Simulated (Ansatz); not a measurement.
LaIn₃ (Cu3Au type, Pm-3m), the program Ansatz at the PBE level (PAW), all energies at zero smearing, with the estimated change up to a 700 eV cutoff added, with one set of potentials and settings (totals compare only within such a set). Cell of 4 atoms (1 La, 3 In): -23046.006 eV.

```csv
element,reference phase,E (eV/atom)
La,"P6_3/mmc, 4 atoms in the cell",-6250.3045
In,"I4/mmm, 1 atoms in the cell",-5597.9156
```

Formation energy per atom, worked out: (-23046.006 − 1×(-6250.3045) − 3×(-5597.9156))/4 = -0.489 eV/atom (-47 kJ per mol of atoms), at 0 K, without zero-point energy or fitted corrections.

The workflow started from a Materials Project entry (that database holds measured and hypothetical structures alike); the Crystallography Open Database copy checked does not list it. With La and In taken as one species the cell has the higher symmetry Fm-3m, so it may be an ordered model of a mixed-site phase. Whether it is the stable phase at ambient conditions was not checked. The cell was relaxed with PBE under the symmetry of its start; whether a distortion lowers the energy is not shown. The references are the lowest solids computed at this level, not always the standard phases. Spin–orbit coupling is left out wherever it is not named.

Potentials: the earlier of the program's two PAW sets.
